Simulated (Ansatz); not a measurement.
**Ga4Sb3N (ordering on zincblende): the band gap by level of theory**

All numbers come from Ansatz. The calculation is non-magnetic, and the structure need not be a phase that has been made.

Structure: Ga4Sb3N, ordered on the zincblende lattice (I-42m) with 8 atoms a cell, at its r2SCAN minimum. Space group I-42m (No. 121), tetragonal; conventional cell a = 5.762 Å, c = 11.168 Å, 23.18 Å³ an atom. N is surrounded by 4 Ga at 2.01 Å; Ga is surrounded by 1 N at 2.01 Å and 3 Sb at 2.62–2.74 Å; Sb is surrounded by 4 Ga at 2.62 Å; Sb is surrounded by 4 Ga at 2.74 Å.

```yaml
crystal:
  lattice:
    - [-2.88120, 2.88120, 5.58402]
    - [2.88120, -2.88120, 5.58402]
    - [2.88120, 2.88120, -5.58402]
  atoms:
    - { symbol: N, position: [0.00000, 0.00000, 0.00000] }
    - { symbol: Ga, position: [0.69523, 0.69523, 0.60513] }
    - { symbol: Sb, position: [0.25000, 0.75000, 0.50000] }
    - { symbol: Ga, position: [0.90990, 0.30477, 0.00000] }
    - { symbol: Sb, position: [0.50000, 0.50000, 0.00000] }
    - { symbol: Ga, position: [0.09010, 0.09010, 0.39487] }
    - { symbol: Sb, position: [0.75000, 0.25000, 0.50000] }
    - { symbol: Ga, position: [0.30477, 0.90990, 0.00000] }
```

Relaxed lattice by functional, symmetry kept:
```
functional  k mesh  a (Å)   c (Å)  volume (Å³/atom)
       PBE   6×6×6  5.838  11.285             24.04
    r2SCAN   6×6×6  5.762  11.168             23.18
```

Gaps on the r2SCAN cell, each the least over its mesh and the special points:
```json
{"level": "PBE", "k mesh": "6×6×6", "gap (eV)": "none (overlap 0.04)", "kind": "–", "edges": "–", "least direct gap (eV)": "–", "rough cost": "80 core-seconds"}
{"level": "PBE+SOC", "k mesh": "6×6×6", "gap (eV)": "none (overlap 0.06)", "kind": "–", "edges": "–", "least direct gap (eV)": "–", "rough cost": "7 core-minutes"}
{"level": "r2SCAN", "k mesh": "6×6×6", "gap (eV)": "none (overlap 0.02)", "kind": "–", "edges": "–", "least direct gap (eV)": "–", "rough cost": "80 core-seconds"}
{"level": "HSE06", "k mesh": "4×4×4", "gap (eV)": "0.32", "kind": "indirect", "edges": "S₀–Γ (0.90) → Γ", "least direct gap (eV)": "0.36", "rough cost": "16 core-minutes"}
```
All runs use a smearing of 0.02 eV.
Wave cutoffs: 420 eV, 500 eV (r2SCAN).
Points off the special ones are mesh points or PBE's searched band edges, reused at the other levels.
Costs come from shared machines and give only the order; PBE's includes the band path. The runs had 4 threads of Arm Neoverse V2 (shared host).

With HSE06 the valence top lies at S₀–Γ (0.90 of the way from S₀) and the conduction bottom at Γ, 0.32 eV higher; the smallest vertical gap, at Γ, is 0.36 eV. With PBE+SOC the bands overlap by 0.06 eV (counted from 1, band 102 peaks at S₀–Γ (0.90 of the way from S₀) and band 103 bottoms out at X): no gap. With so small a gap spin-orbit coupling can invert the bands, which the size of the gap doesn't show: the edges may have crossed and parted again.

The levels disagree on the kind of gap: indirect with HSE06; no gap with PBE, PBE+SOC, r2SCAN.

Only the levels marked +SOC include spin-orbit coupling.

Gaps or overlaps of about a tenth of an eV are at the limit of these meshes: between the points read a gap can be smaller or closed.
